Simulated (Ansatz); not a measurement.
A geometry of Pd away from equilibrium: step 2 of the relaxation of a relaxed Pd cell displaced along its unstable phonon at q = (0, 0, ½) of its primitive reciprocal cell (62i cm⁻¹), largest move 0.15 Å. The numbers are results of PBEsol (plane waves to 420 eV, PAW, scalar-relativistic; Ansatz, a program for electronic structure), not measurements. Γ-centred k-mesh 14×14×6 on the run's cell (coarser than for final values), Fermi–Dirac smearing 0.05 eV.

```xyz
2
Lattice="2.6483 0.0000 0.0000 -1.3242 2.2960 0.0000 0.0000 0.0000 5.0919" Properties=species:S:1:pos:R:3:forces:R:3 pbc="T T T" free_energy=-13812.809 pressure_GPa=0.1
Pd     0.0000    -0.2719     0.0000    0.0000   -0.2878    0.0000
Pd     0.0000     0.2719     2.5459    0.0000    0.2878    0.0000
```

Positions in Å, forces in eV/Å, free energy of the cell in eV (comparable only within this code, potentials and settings). Largest force: 0.29 eV/Å, on Pd1, Pd2 (atoms numbered as listed); the geometry lies 0.21 eV/atom above the end of its relaxation.

No spin polarisation in the result. A magnetic state may lie lower.

The run could not lose the symmetry of its start: the end is stationary, and may be a saddle point rather than a minimum.

The end of the path is a generated cell of Pd: the first start was made by placing the elements on the sites of a structure type, and the end was not matched to a known phase here, so it may be hypothetical. Known forms of Pd include space group No. 225.
